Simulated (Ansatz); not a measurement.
## How much do the gradients of YCu6ClO8 depend on the method?

Cell: a Materials Project structure (computed, not necessarily an observed phase), atoms as given.

Space group Fm-3m (No. 225); a = 9.2926 Å.

```
site  Wyckoff  site symmetry       x       y       z
   Y       4a           m-3m  0.0000  0.0000  0.0000
  Cu      24d           m.mm  0.2500  0.2500  0.0000
  Cl       4b           m-3m  0.5000  0.5000  0.5000
   O      32f            .3m  0.6445  0.6445  0.8555
```

One atom of each set is listed; the run and its k-mesh use a cell of 16 atoms with edges of 6.57, 6.57, 6.57 Å.

First run. The numbers come from a DFT calculation in Ansatz (PBE, plane waves and PAW, scalar-relativistic, 420 eV cutoff, Γ-centred 6×6×6 k-points, Fermi–Dirac smearing 0.05 eV).

```tsv
site	V_zz (10²¹ V/m²)	η
Cu	-5.11	0.11
O	-12.74	0.00
```

Second run. The same atoms and settings, except that the functional is r2SCAN and the cutoff is 500 eV.

Problem. Given the first result, estimate the second.

Solution. 

| site | V_zz | η | change of V_zz |
| --- | --- | --- | --- |
| Cu | -5.19 | 0.12 | -0.08 |
| O | -13.12 | 0.00 | -0.38 |

The largest change of V_zz is on O, from -12.74 to -13.12. In per cent, |V_zz| changes by +2 on Cu, +3 on O (all sites that start above 2). Sites without a gradient aren't listed.

The run finds no gap above 0.1 eV (a metal, or nearly one), so the gradients can move by 10 % or more with the k-mesh. Without spin–orbit coupling (the program notes it for Y) the gradients can shift somewhat, as the gap is small. Semilocal functionals can leave a metal where correlation in the d or f shell opens a gap in the real compound, and that would change the values at and beside Cu.
For the second run: At this cell the r2SCAN pressure is -6 GPa, so with r2SCAN the cell would shrink if it were relaxed. The entry's cell may itself be off.
